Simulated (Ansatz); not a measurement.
Data:

HfO$_{2}$:
```
CELL_PARAMETERS angstrom
      5.24721     0.00000     0.00000
      0.00000     5.03079     0.00000
      0.00000     0.00000     5.05975
ATOMIC_POSITIONS crystal
  Hf 0.03245 0.26701 0.24110
  Hf 0.96755 0.73299 0.74110
  Hf 0.46755 0.26701 0.74110
  Hf 0.53245 0.73299 0.24110
  O  0.36707 0.06999 0.38075
  O  0.63293 0.93001 0.88075
  O  0.13293 0.06999 0.88075
  O  0.86707 0.93001 0.38075
  O  0.73212 0.46114 0.49115
  O  0.26788 0.53886 0.99115
  O  0.76788 0.46114 0.99115
  O  0.23212 0.53886 0.49115
```

This is the r²SCAN-relaxed structure. x, y and z are the axes in which the lattice vectors are written.

Question: All from r²SCAN (plane waves, PAW; program Ansatz), unless another level is named. Give the Hill bulk and shear moduli.

Answer: 223 and 119 GPa.

Question: Give the elastic constants (relaxed ions, GPa).

Answer: C11 = 390, C22 = 418, C33 = 411, C12 = 148, C13 = 112, C23 = 134, C44 = 97.3, C55 = 93.8, C66 = 137.

Space group Pca2_1. The cell was relaxed with r²SCAN under the symmetry of its start. The run is not spin-polarised. Scalar-relativistic: spin–orbit coupling is off unless named, which matters more the heavier the elements.

Potentials: the earlier of the program's two PAW sets.
